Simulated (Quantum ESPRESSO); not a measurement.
# Zn3Nb2RhGaTa: one composition in several site orders

A calculation, not a measurement. The program is pw.x of Quantum ESPRESSO 7.5 (plane-wave density functional theory). The cell is made up: eight metal atoms on a face-centred cubic lattice, with elements, volume, strain and displacements drawn at random and not relaxed, so it may be unstable or far from any real phase. PseudoDojo standard norm-conserving files set the functional (PBE unless stated); there is no spin polarisation or spin-orbit coupling, the Fermi-Dirac width of 0.25 eV means electrons at about 2900 K, and the masses in the input are unused placeholders. Heavy elements are run without spin-orbit coupling, which real alloys of them have. A spin test at this wide smearing found no moment, but such smearing suppresses magnetism that the real alloy may have.

The runs put one composition on the sites in different orders. Cell, positions, cutoff, mesh and smearing stay as in the input of run 1; sites are counted in its order. Stress in the tables is positive in tension.

Input of run 1:

```
&control calculation='scf', pseudo_dir='./dojo.nc.sr.pbe.v0_5.standard.upf', outdir='./o', disk_io='medium', tprnfor=.true., tstress=.true. /
&system ibrav=0, nat=8, ntyp=5, nbnd=78, ecutwfc=87.97787729, nosym=.true., tot_charge=0,
 occupations='smearing', smearing='fd', degauss=0.0183746611
/
&electrons conv_thr=1.470e-08, electron_maxstep=70, mixing_beta=0.5 /
ATOMIC_SPECIES
Ga 1.0 Ga.upf
Nb 1.0 Nb.upf
Rh 1.0 Rh.upf
Ta 1.0 Ta.upf
Zn 1.0 Zn.upf
CELL_PARAMETERS angstrom
-1.9688 -4.0327 -1.9636
-4.0177 2.0437 1.989
-0.0012 4.0323 -3.9253
ATOMIC_POSITIONS angstrom
Zn 0.0742 -0.0089 0.018
Zn 0.0283 1.9739 -1.9573
Nb -1.9711 1.956 -0.0542
Zn -2.0548 4.0209 -2.0009
Rh -2.0103 -0.0991 -2.0497
Ga -1.9328 2.142 -3.9004
Ta -3.9993 0.0103 0.0424
Nb -3.9374 2.0712 -2.004
K_POINTS automatic
5 5 5 1 1 1
```

| run | elements on sites 1 to 8 | free energy less that of run 1 (eV) | -TS (eV) | pressure (GPa) | stress xx (GPa) | stress yy (GPa) | stress zz (GPa) | stress yz (GPa) | stress xz (GPa) | stress xy (GPa) | iterations |
| --- | --- | --- | --- | --- | --- | --- | --- | --- | --- | --- | --- |
| 1 | Zn Zn Nb Zn Rh Ga Ta Nb | 0.000 | -1.146 | 2.95 | -3.57 | -2.61 | -2.65 | -0.19 | 1.08 | -1.40 | 13 |
| 2 | Zn Rh Ga Nb Zn Zn Nb Ta | 0.193 | -1.190 | 3.80 | -3.68 | -2.32 | -5.39 | -1.09 | 0.87 | -1.17 | 13 |
| 3 | Zn Nb Ta Zn Ga Nb Rh Zn | -0.141 | -1.120 | 1.41 | -2.32 | -0.54 | -1.38 | 0.19 | -0.35 | 0.17 | 14 |
| 4 | Rh Ta Zn Zn Zn Nb Nb Ga | 0.484 | -1.258 | 3.07 | -3.98 | -2.50 | -2.73 | -1.29 | 0.15 | -2.87 | 13 |
| 5 | Ga Nb Zn Zn Zn Rh Ta Nb | 0.182 | -1.191 | 3.39 | -3.65 | -2.72 | -3.79 | -0.44 | 0.27 | 1.20 | 13 |
| 6 | Ga Zn Nb Ta Zn Rh Zn Nb | 0.101 | -1.174 | 3.30 | -2.89 | -1.97 | -5.05 | 0.23 | 0.08 | -2.77 | 13 |

Forces Fx Fy Fz (eV/Å):

| site | run 1 | run 2 | run 3 | run 4 | run 5 | run 6 |
| --- | --- | --- | --- | --- | --- | --- |
| 1 | -0.31 -0.11 -0.52 | -0.48 0.04 -0.27 | 0.36 0.12 0.02 | -0.16 0.02 -0.02 | -0.59 0.07 0.22 | -0.48 0.24 -0.23 |
| 2 | 0.03 -0.18 -0.25 | -0.30 0.01 -0.33 | 0.13 0.14 0.06 | 0.08 -0.11 -0.24 | -0.13 -0.51 -1.01 | 0.11 -0.02 -0.05 |
| 3 | 0.14 0.57 0.23 | 0.07 0.13 -0.07 | -0.33 -0.25 0.12 | -0.03 0.04 0.30 | 0.16 0.33 0.54 | -0.04 0.51 0.55 |
| 4 | 0.72 0.19 0.63 | 1.31 0.80 0.88 | 0.26 0.44 0.41 | 0.82 0.61 0.46 | 0.96 0.32 0.32 | 1.11 0.04 -0.01 |
| 5 | 0.20 0.42 -0.08 | 0.16 0.38 0.18 | 0.11 0.97 0.15 | -0.05 0.78 0.33 | -0.11 0.63 0.32 | 0.20 0.41 0.26 |
| 6 | -0.01 -0.60 -0.11 | 0.09 -0.76 -0.36 | -0.29 -1.39 -0.75 | -0.04 -1.28 -0.58 | -0.20 -0.19 -0.38 | 0.12 -0.61 -0.04 |
| 7 | -0.20 0.57 -0.41 | -0.11 -0.08 -1.26 | 0.23 0.13 -0.07 | -0.07 0.59 -0.41 | -0.15 0.47 -0.47 | -0.23 0.31 -0.63 |
| 8 | -0.58 -0.85 0.51 | -0.74 -0.51 1.23 | -0.46 -0.18 0.07 | -0.54 -0.65 0.17 | 0.05 -1.11 0.46 | -0.79 -0.86 0.15 |

The sites are displaced and not relaxed, so the energy differences mix bonding between neighbours with strain and are not ordering energies. A rerun of one cell of this series at a higher cutoff and on a denser mesh moved values by no more than 0.002 eV in energy, 0.03 GPa in stress and 0.005 eV/Å in force, and a second program with other atomic files agreed on that cell to 2 % rms in force and 0.5 GPa in pressure.